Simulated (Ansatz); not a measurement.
Start of a relaxation of GaCoC4N4:

```cif
data_structure
_symmetry_space_group_name_H-M 'P-43m'
_symmetry_Int_Tables_number 215
_cell_length_a 5.8566
_cell_length_b 5.8566
_cell_length_c 5.8566
_cell_angle_alpha 90.000
_cell_angle_beta 90.000
_cell_angle_gamma 90.000
_cell_volume 200.88
loop_
_atom_site_label
_atom_site_type_symbol
_atom_site_symmetry_multiplicity
_atom_site_Wyckoff_symbol
_atom_site_fract_x
_atom_site_fract_y
_atom_site_fract_z
_atom_site_occupancy
Ga1 Ga 1 b 0.50000 0.50000 0.50000 1
Co1 Co 1 a 0.00000 0.00000 0.00000 1
C1 C 4 e 0.18898 0.18898 0.18898 1
N1 N 4 e 0.30432 0.30432 0.30432 1
```

Computed with DFT PBE, scalar-relativistic, plane waves, PAW (Ansatz). Cutoff 420 eV, Gaussian smearing, Γ-centred meshes. Cell and atoms relax first on a coarse mesh and then on a finer one. In between, the cell is made exact in the group found at 0.06 Å. In metals the finer mesh still leaves noise of several meV/atom or more. The steps can't lower the symmetry of their start. Collinear spin, starting moments Co 3.0 μB.

A guess keeps its type if space group and coordination stay and the shape of the cell changes little (axis ratios within about 15 %, angles within 6°); the volume may change.

Question: Does it keep its structure type, or change into something else?

Answer: It keeps its type. The symmetry stays P-43m (No. 215). The volume per atom shrinks by 7.7 %, from 20.1 to 18.5 Å³. The shortest distance goes from 1.17 Å (C–N) to 1.18 Å (C–N). Counting neighbours within 15 % of an atom's shortest distance, the start has C 1, Co 4, Ga 4, N 1 and the end C 1, Co 4, Ga 4, N 1.

Energies over the elements count from the elements' standard structures at the same level (N₂ as a molecule), with no fitted energy shifts.

Question: At what energy does it end?

Answer: +0.34 eV/atom. It can't be a ground state, since the elements alone are lower.

The last run used collinear spin, an 8×8×8 mesh for its 10-atom cell and Gaussian smearing of 0.10 eV. The reference form of C is held partly by dispersion forces, which this level lacks. The magnetic state reached may not be the lowest. Symmetry constrained the relaxation, so the result can be a saddle point.
